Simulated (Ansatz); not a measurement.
In PBEsol in the plane-wave PAW code Ansatz, Pt in the diamond structure (Fd-3m) relaxes to a = 5.688 Å. Pt has 4 nearest neighbours from 2.46 Å (tetrahedral).

Electronic character: metallic (no gap). Gap from PBEsol with spin–orbit coupling: none (metallic).

An equation-of-state fit gives a bulk modulus of 1360 kbar. The relaxed-ion elastic constants in GPa are C11 = 106, C12 = 152, C44 = 0.2. The highest mode at Γ lies at 22.8 meV.

The start of the workflow was typed in or built on a structure type; neither database checked (COD, Materials Project) lists it. It is not the phase usual at ambient conditions (space group No. 225). The PBEsol relaxation kept the symmetry of its start. At this level the phase is mechanically unstable. The run is not spin-polarised. As this level gives no gap, shear constants depend on the k-mesh and smearing (Fermi–Dirac, 0.1 eV here). On the denser mesh and wider smearing of the elastic run this cell carries a stress of 0.4 GPa. Scalar-relativistic: spin–orbit coupling is off unless named, which matters more the heavier the elements.

Potentials: the later of the program's two PAW sets.
